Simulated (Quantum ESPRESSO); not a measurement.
HfW2O8, input and log of a self-consistent run

A calculation, not a measurement. The program is pw.x of Quantum ESPRESSO 7.5 (plane-wave density functional theory). The cell is made up: 11 atoms on a rutile lattice with one site empty, with randomly drawn elements, strain and displacements, not relaxed. PseudoDojo standard norm-conserving files (v0.5 for PBE, v0.4.1 for LDA and PBEsol) set the functional; there is no spin polarisation, spin-orbit coupling or dispersion term, and the masses in the input are unused placeholders.

The hafnium pseudopotential is less sure than the others, with forces about 3 percent (worst 6) and pressure in oxides about 1.5 GPa (worst 2.7) from a second method in checks, which no rerun with the same files tests.

Input:

```
&control calculation='scf', pseudo_dir='./dojo.nc.sr.pbe.v0_5.standard.upf', outdir='./o', disk_io='medium', tprnfor=.true., tstress=.true. /
&system ibrav=0, nat=11, ntyp=3, nbnd=50, ecutwfc=84.00895049, nosym=.true., tot_charge=0,
 occupations='smearing', smearing='fd', degauss=0.0018374661
/
&electrons conv_thr=7.350e-09, electron_maxstep=60, /
ATOMIC_SPECIES
Hf 1.0 Hf.upf
O 1.0 O.upf
W 1.0 W.upf
CELL_PARAMETERS angstrom
4.8706 0.0 0.0
0.0 4.8706 0.0
0.0 0.0 6.4408
ATOMIC_POSITIONS angstrom
Hf 0.0654 -0.0716 -0.0327
W 2.4473 2.4582 1.5669
W 2.4107 2.4046 4.7791
O 1.5145 1.6118 0.0048
O 3.3822 3.3661 0.0031
O 3.8437 0.9777 1.5689
O 0.9706 3.8756 1.4555
O 1.506 1.4726 3.3231
O 3.3725 3.4174 3.245
O 4.0476 1.1341 4.7666
O 1.0699 3.9297 4.9396
K_POINTS automatic
5 5 4 1 1 1
```

The log is shortened where brackets say so; the opening notice, blank lines, dates and the lines on written files are dropped, and the path of the files is cut. It prints rydbergs, bohrs and kilobars, and counts compression as positive stress.

```
     Program PWSCF v.7.5
     Parallel version (MPI & OpenMP), running on       1 processor cores
     Number of MPI processes:                 1
     Threads/MPI process:                     1
     [start-up lines left out]
     bravais-lattice index     =            0
     lattice parameter (alat)  =       9.2041  a.u.
     unit-cell volume          =    1031.1013 (a.u.)^3
     number of atoms/cell      =           11
     number of atomic types    =            3
     number of electrons       =        88.00
     number of Kohn-Sham states=           50
     kinetic-energy cutoff     =      84.0090  Ry
     charge density cutoff     =     336.0358  Ry
     scf convergence threshold =      7.3E-09
     mixing beta               =       0.7000
     number of iterations used =            8  plain     mixing
     Exchange-correlation= PBE
                           (   1   4   3   4   0   0   0)
     [axes and pseudopotential details left out]
   Cartesian axes
     site n.     atom                  positions (alat units)
         1        Hf     tau(   1) = (   0.0134275  -0.0147004  -0.0067138  )
         2        W      tau(   2) = (   0.5024638   0.5047017   0.3217057  )
         3        W      tau(   3) = (   0.4949493   0.4936969   0.9812138  )
         4        O      tau(   4) = (   0.3109473   0.3309243   0.0009855  )
         5        O      tau(   5) = (   0.6944114   0.6911058   0.0006365  )
         6        O      tau(   6) = (   0.7891636   0.2007350   0.3221164  )
         7        O      tau(   7) = (   0.1992773   0.7957131   0.2988338  )
         8        O      tau(   8) = (   0.3092022   0.3023447   0.6822773  )
         9        O      tau(   9) = (   0.6924198   0.7016384   0.6662424  )
        10        O      tau(  10) = (   0.8310270   0.2328461   0.9786474  )
        11        O      tau(  11) = (   0.2196649   0.8068205   1.0141666  )
     number of k points=    50  Fermi-Dirac smearing, width (Ry)=  0.0018
                       cart. coord. in units 2pi/alat
        k(    1) = (   0.1000000   0.1000000   0.0945263), wk =   0.0400000
        k(    2) = (   0.1000000   0.1000000   0.2835789), wk =   0.0400000
     [further k points left out]
     Dense  grid:   107087 G-vectors     FFT dimensions: (  54,  54,  72)
     Estimated max dynamical RAM per process >     168.74 MB
     Initial potential from superposition of free atoms
     starting charge      87.9971, renormalised to      88.0000
     Starting wfcs are   62 randomized atomic wfcs
     total cpu time spent up to now is       25.2 secs
     per-process dynamical memory:   102.5 Mb
     Self-consistent Calculation
     iteration #  1     ecut=    84.01 Ry     beta= 0.70
     Davidson diagonalization with overlap
     ethr =  1.00E-02,  avg # of iterations =  2.0
     total cpu time spent up to now is       75.9 secs
     total energy              =    -677.25545549 Ry
     estimated scf accuracy    <       6.69157497 Ry
     iteration #  2     ecut=    84.01 Ry     beta= 0.70
     Davidson diagonalization with overlap
     ethr =  7.60E-03,  avg # of iterations =  6.8
     total cpu time spent up to now is      172.8 secs
     total energy              =    -673.35076278 Ry
     estimated scf accuracy    <      63.54772048 Ry
     iteration #  3     ecut=    84.01 Ry     beta= 0.70
     Davidson diagonalization with overlap
     ethr =  7.60E-03,  avg # of iterations =  6.0
     total cpu time spent up to now is      278.6 secs
     total energy              =    -680.87134265 Ry
     estimated scf accuracy    <       3.08875043 Ry
     iteration #  4     ecut=    84.01 Ry     beta= 0.70
     Davidson diagonalization with overlap
     ethr =  3.51E-03,  avg # of iterations =  2.0
     total cpu time spent up to now is      348.8 secs
     total energy              =    -681.17137976 Ry
     estimated scf accuracy    <       0.53787516 Ry
     iteration #  5     ecut=    84.01 Ry     beta= 0.70
     Davidson diagonalization with overlap
     ethr =  6.11E-04,  avg # of iterations =  2.1
     total cpu time spent up to now is      408.1 secs
     total energy              =    -681.16740051 Ry
     estimated scf accuracy    <       0.26097188 Ry
     [iterations 6 to 13 left out]
     iteration # 14     ecut=    84.01 Ry     beta= 0.70
     Davidson diagonalization with overlap
     ethr =  2.61E-08,  avg # of iterations =  2.0
     total cpu time spent up to now is      956.8 secs
     total energy              =    -681.18507148 Ry
     estimated scf accuracy    <       0.00000543 Ry
     iteration # 15     ecut=    84.01 Ry     beta= 0.70
     Davidson diagonalization with overlap
     ethr =  6.18E-09,  avg # of iterations =  3.6
     total cpu time spent up to now is     1008.8 secs
     total energy              =    -681.18507270 Ry
     estimated scf accuracy    <       0.00000193 Ry
     iteration # 16     ecut=    84.01 Ry     beta= 0.70
     Davidson diagonalization with overlap
     ethr =  2.20E-09,  avg # of iterations =  2.6
     total cpu time spent up to now is     1055.8 secs
     total energy              =    -681.18507302 Ry
     estimated scf accuracy    <       0.00000019 Ry
     iteration # 17     ecut=    84.01 Ry     beta= 0.70
     Davidson diagonalization with overlap
     ethr =  2.11E-10,  avg # of iterations =  5.2
     total cpu time spent up to now is     1105.1 secs
     total energy              =    -681.18507308 Ry
     estimated scf accuracy    <       0.00000020 Ry
     iteration # 18     ecut=    84.01 Ry     beta= 0.70
     Davidson diagonalization with overlap
     ethr =  2.11E-10,  avg # of iterations =  2.0
     total cpu time spent up to now is     1139.9 secs
     End of self-consistent calculation
     [lines on levels left out]
!    total energy              =    -681.18507310 Ry
     estimated scf accuracy    <          7.1E-09 Ry
     smearing contrib. (-TS)   =      -0.00000000 Ry
     internal energy E=F+TS    =    -681.18507310 Ry
     The total energy is F=E-TS. E is the sum of the following terms:
     one-electron contribution =    -259.18398113 Ry
     hartree contribution      =     164.94065449 Ry
     xc contribution           =    -160.09601808 Ry
     ewald contribution        =    -426.84572838 Ry
     convergence has been achieved in  18 iterations
     Forces acting on atoms (cartesian axes, Ry/au):
     atom    1 type  1   force =    -0.04123769    0.04709887   -0.02186467
     atom    2 type  3   force =     0.07768062   -0.00345287    0.12507413
     atom    3 type  3   force =     0.04696330   -0.03023298   -0.20691462
     atom    4 type  2   force =     0.02667706   -0.00313276    0.00919370
     atom    5 type  2   force =    -0.03178151   -0.02588132    0.04027552
     atom    6 type  2   force =    -0.11584306    0.12638285   -0.04599835
     atom    7 type  2   force =     0.11155251   -0.09976107    0.00689358
     atom    8 type  2   force =     0.08648063    0.10113165    0.02251695
     atom    9 type  2   force =    -0.10762301   -0.09615457   -0.01860788
     atom   10 type  2   force =    -0.13969856    0.08001462    0.07661358
     atom   11 type  2   force =     0.08682970   -0.09601242    0.01281807
     Total force =     0.467095     Total SCF correction =     0.000168
     Computing stress (Cartesian axis) and pressure
          total   stress  (Ry/bohr**3)                   (kbar)     P=     -227.07
  -0.00144434   0.00076054   0.00006384         -212.47      111.88        9.39
   0.00076054  -0.00135169   0.00001651          111.88     -198.84        2.43
   0.00006384   0.00001651  -0.00183483            9.39        2.43     -269.91
     init_run     :     20.92s CPU     25.12s WALL (       1 calls)
     electrons    :   1052.70s CPU   1114.66s WALL (       1 calls)
     forces       :      8.23s CPU      8.32s WALL (       1 calls)
     stress       :     35.76s CPU     37.34s WALL (       1 calls)
     [timing details left out]
     PWSCF        :  18m37.89s CPU  19m46.07s WALL
     JOB DONE.
```

In other units: free energy -9267.995 eV for the cell, pressure -22.71 GPa, largest force component 5.320 eV/Å. A rerun of this cell at a cutoff of 1437 eV and k mesh 7 x 7 x 6 moved values by no more than 0.006 eV in energy, 0.02 GPa in stress and 0.004 eV/Å in force.